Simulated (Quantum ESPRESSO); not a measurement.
ZnGeAl2N4, a curve over one atom's position

A calculation, not a measurement. The program is pw.x of Quantum ESPRESSO 7.5 (plane-wave density functional theory). The cell is made up: 8 atoms on a wurtzite lattice, with randomly drawn elements, strain and displacements, not relaxed. PseudoDojo standard norm-conserving files (v0.5 for PBE, v0.4.1 for LDA and PBEsol) set the functional; there is no spin polarisation, spin-orbit coupling or dispersion term, and the masses in the input are unused placeholders.

Seven runs move atom 1 (Zn, counted in the order of the input) along y and keep all else fixed.

Input of the run at -0.0012:

```
&control calculation='scf', pseudo_dir='./dojo.nc.sr.pbe.v0_5.standard.upf', outdir='./o', disk_io='low', tprnfor=.true., tstress=.true. /
&system ibrav=0, nat=8, ntyp=4, nbnd=36, ecutwfc=84.00895049, nosym=.true., tot_charge=0,
 occupations='smearing', smearing='fd', degauss=0.0018374661
/
&electrons conv_thr=7.350e-09, electron_maxstep=60, /
ATOMIC_SPECIES
Al 1.0 Al.upf
Ge 1.0 Ge.upf
N 1.0 N.upf
Zn 1.0 Zn.upf
CELL_PARAMETERS angstrom
3.1105 0.0216 0.0229
0.0374 5.5028 -0.0117
0.0374 -0.011 5.2252
ATOMIC_POSITIONS angstrom
Zn -0.0545 0.1404 -0.021
Ge 1.4657 2.7227 -0.0118
Al 1.6204 0.9803 2.7588
Al -0.0206 3.6608 2.7012
N 0.1162 -0.1507 2.0515
N 1.6734 2.7496 1.8332
N 1.5996 1.0243 4.5725
N 0.0881 3.6715 4.5512
K_POINTS automatic
6 4 4 1 1 1
```

| shift of atom 1 along y (Å) | free energy less that of the input shown (eV) | Fx on atom 1 (eV/Å) | Fy on atom 1 (eV/Å) | Fz on atom 1 (eV/Å) | pressure (GPa) | iterations |
| --- | --- | --- | --- | --- | --- | --- |
| -0.0828 | -0.0866 | 0.740 | -0.485 | 1.768 | 2.98 | 13 |
| -0.0680 | -0.0778 | 0.780 | -0.703 | 1.794 | 3.04 | 13 |
| -0.0336 | -0.0452 | 0.877 | -1.183 | 1.874 | 3.24 | 13 |
| -0.0012 | 0.0000 | 0.973 | -1.604 | 1.969 | 3.49 | 13 |
| +0.0346 | 0.0653 | 1.084 | -2.039 | 2.095 | 3.83 | 13 |
| +0.0439 | 0.0847 | 1.114 | -2.147 | 2.131 | 3.92 | 13 |
| +0.0747 | 0.1562 | 1.215 | -2.490 | 2.257 | 4.27 | 13 |

A cubic fit gives dFy/dy = -12.55 eV/Å² at zero shift. Across the table the free energy follows the integral of the force to within 0.1 meV. A rerun of one of the cells at 1437 eV and a 8 x 6 x 6 mesh moved values by no more than 0.002 eV in energy, 0.04 GPa in stress and 0.003 eV/Å in force.